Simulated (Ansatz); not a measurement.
CeBPd3:
```
CELL_PARAMETERS angstrom
      4.37566     0.00000     0.00000
      0.00000     4.37566     0.00000
      0.00000     0.00000     4.37566
ATOMIC_POSITIONS crystal
  Ce 0.00000 0.00000 0.00000
  Pd 0.00000 0.50000 0.50000
  Pd 0.50000 0.00000 0.50000
  Pd 0.50000 0.50000 0.00000
  B  0.50000 0.50000 0.50000
```
The run is spin-polarised; directions of the spins, atom by atom: ↑ 0 0 0 0.

Relaxed with PBE. Special points in fractions of this cell's reciprocal vectors: Γ (0.000, 0.000, 0.000); X (0.000, 0.500, 0.000); M (0.500, 0.500, 0.000); R (0.500, 0.500, 0.500).

Question: List the band energies nearest the Fermi level at these points for plane-wave PAW PBE (Ansatz code).

Answer: In eV from the Fermi level; about four levels below and three above (degenerate sets whole), none deeper than 8.9 eV; points with the same levels are listed once.

```csv
k,below,above
Γ ↑,-1.38 -1.37 -1.37 -0.15,0.03 0.03 0.37
X ↑,-2.80 -2.79 -2.65 -2.46 -1.71,0.03 0.10 0.17
M ↑,-2.64 -1.48 -0.52 -0.47,0.24 0.27 0.36
R ↑,-1.86 -1.86 -1.86 -0.05,0.08 0.08 0.08
Γ ↓,-1.72 -1.72 -1.72 -1.37 -1.37 -1.37,0.56 0.56 0.66
X ↓,-2.78 -2.65 -2.48 -1.72,0.18 0.21 0.59
M ↓,-2.65 -1.41 -0.38 -0.36,0.67 0.71 0.75
R ↓,-2.89 -1.88 -1.88 -1.88,0.09 0.10 0.10
```

Space group Pm-3m (cubic perovskite). The workflow started from an entry of the Crystallography Open Database (COD). Its standing as an ambient phase is unchecked. The cell keeps a stress of up to 0.2 GPa. The PBE relaxation kept the symmetry of its start; its stability against distortions is not shown here. Magnetic state: ferromagnetic, the only order run, not a proven ground state. Caveat: open 4f shells can settle in a state that is not the lowest. No Hubbard U is applied. Point labels and valley counts follow the cell and symmetry of the run, lower than the named group. Spin–orbit coupling is left out wherever it is not named.

Potentials: the later of the program's two PAW sets.
